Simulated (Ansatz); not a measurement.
Ba2TaBiO6:
```
Ba2TaBiO6
1.0
    3.04701     1.75919     4.90573
   -3.04701     1.75919     4.90573
    0.00000    -3.51838     4.90573
Ba Ta Bi O
2 1 1 6
Direct
  0.74886   0.74886   0.74886
  0.25114   0.25114   0.25114
  0.50000   0.50000   0.50000
  0.00000   0.00000   0.00000
  0.72548   0.21731   0.32361
  0.27452   0.78269   0.67639
  0.32361   0.72548   0.21731
  0.67639   0.27452   0.78269
  0.21731   0.32361   0.72548
  0.78269   0.67639   0.27452
```

Relaxed with r²SCAN. r²SCAN (plane waves, PAW; program Ansatz) gives a gap of 2.91 eV.

Question: What gap does HSE06 give on the same cell (Ansatz, PAW)?

Answer: 3.62 eV, 0.70 eV more. The hybrid was solved on a coarser mesh and at special points; the gap given is the minimum over both.

```
k   v1 r²SCAN  c1 r²SCAN    v1 HSE06    c1 HSE06
--  ---------  ---------  ----------  ----------
Γ       -0.95       3.56  (withheld)  (withheld)
T        0.00       3.10  (withheld)  (withheld)
L       -0.03       2.91       -0.03        3.62
F       -1.19       3.56       -1.36        4.41
S0      -0.99       3.50  (withheld)  (withheld)
H0      -0.87       3.68  (withheld)  (withheld)
```

Question: Top valence (v1) and lowest conduction level (c1) in eV from each method's valence maximum (which need not be a listed point): supply the withheld HSE06 values.

Answer: 
- Γ, v1 HSE06: -1.07
- Γ, c1 HSE06: 4.21
- T, v1 HSE06: 0.00
- T, c1 HSE06: 3.81
- H0, v1 HSE06: -0.93
- H0, c1 HSE06: 4.49
- S0, v1 HSE06: -1.07
- S0, c1 HSE06: 4.31

Cost on shared cores: the r²SCAN run (SCF on a 6×6×6 mesh, then bands and DOS) very roughly 5 core-minutes, the HSE06 run (SCF on 4×4×4, then a few points) very roughly 12 core-minutes; the tasks are unlike.

Space group R-3. The first step of the workflow began from a Materials Project structure, measured or hypothetical; the Crystallography Open Database copy checked does not list it. Whether it is the stable phase at ambient conditions was not checked. The r²SCAN relaxation kept the symmetry of its start; whether a distortion lowers the energy is not shown. The run is not spin-polarised. Scalar-relativistic: spin–orbit coupling is off unless named, which matters more the heavier the elements.

Potentials: the later of the program's two PAW sets.
